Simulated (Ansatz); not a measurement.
WC:
```xyz
2
Lattice="2.8984 0.0000 0.0000 -1.4492 2.5101 0.0000 0.0000 0.0000 2.8272" Properties=species:S:1:pos:R:3 pbc="T T T"
W      0.0000     0.0000     0.0000
C      1.4492     0.8367     1.4136
```

Relaxed with PBEsol. Special points in fractions of this cell's reciprocal vectors: Γ (0.000, 0.000, 0.000); M (0.500, 0.000, 0.000); K (0.333, 0.333, 0.000); A (0.000, 0.000, 0.500); L (0.500, 0.000, 0.500); H (0.333, 0.333, 0.500).

Q: List the band energies nearest the Fermi level at these points for the program Ansatz at the PBEsol level (PAW).

A: In eV from the Fermi level; about four levels below and three above (degenerate sets whole), none deeper than 8.9 eV; … stands for higher levels left out; points with the same levels are listed once.

```json
[
 {"k": "Γ", "below": "-4.34 -3.34 -3.34", "above": "0.16 3.31 3.31"},
 {"k": "M", "below": "-7.03 -3.61 -3.59 -0.40", "above": "2.40 4.62 4.99"},
 {"k": "K", "below": "-6.58 -4.56 -3.44", "above": "0.64 1.04 2.11"},
 {"k": "A", "below": "-1.99 -1.99 -0.57 -0.57", "above": "3.77 …"},
 {"k": "L", "below": "-6.48 -4.33 -4.15", "above": "0.36 4.53 5.43"},
 {"k": "H", "below": "-7.27 -5.39 -1.54 -0.62", "above": "4.50 6.55 7.75"}
]
```

Space group P-6m2. Symmetry was held in the PBEsol relaxation. The run is not spin-polarised. Scalar-relativistic: spin–orbit coupling is off unless named, which matters more the heavier the elements.

Potentials: the later of the program's two PAW sets.
